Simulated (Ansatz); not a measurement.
## BN: computed property card

BN:
```xyz
6
Lattice="3.7374 0.0000 0.0000 -1.8687 3.2367 0.0000 0.0000 0.0000 7.8142" Properties=species:S:1:pos:R:3 pbc="T T T"
B      0.0001     0.0002     3.9071
B      3.7372     0.0000     6.5118
B     -1.8686     3.2365     1.3024
N      1.8685     3.2364     0.0000
N      0.0004     0.0000     2.6047
N     -0.0002     0.0003     5.2094
```

Space group P6/mmm (No. 191); conventional cell a = b = 3.7374 Å, c = 2.6047 Å, α = β = 90.00°, γ = 120.00°.

Method: plane-wave PAW r²SCAN+D4 (Ansatz code). Structure relaxed to zero pressure with the same functional. Other levels are named where they apply.

### Cell and energy

```yaml
volume_per_atom: 15.75 Å³
density: 1.31 g/cm³
Formation energy from the elements (no fitted shifts): -0.49 eV/atom
```

### Electronic structure

```yaml
band_gap: 3.02 eV (indirect)
valence_band_maximum: at A
conduction_band_minimum: at L (3 equivalent valleys)
smallest_direct_gap_on_the_standard_path: 3.20 eV
electron_effective_mass: 0.17, 0.98, 1.9 mₑ (principal values)
HSE06 gap on the r²SCAN+D4 cell: 3.74 eV
```

### Mechanics

```yaml
Bulk modulus (Birch–Murnaghan fit): 7.5 GPa
Pressure derivative B′: 7.7
mechanical_stability: unstable (C has a negative eigenvalue)
```

### Charges

```yaml
bader_charges: B +2.29, N -2.29 e
```

The start of the workflow was typed in or built on a structure type; neither database checked (COD, Materials Project) lists it. It is not the phase usual at ambient conditions (space group No. 186, 194, 216). The cell was relaxed with r²SCAN+D4 under the symmetry of its start. The volume moved by 88 % from the start of the relaxation. Point labels and valley counts follow the cell and symmetry of the run, lower than the named group. The references are the lowest solids computed at this level, not always the standard phases (solids in place of the gases).

Potentials: the later of the program's two PAW sets.
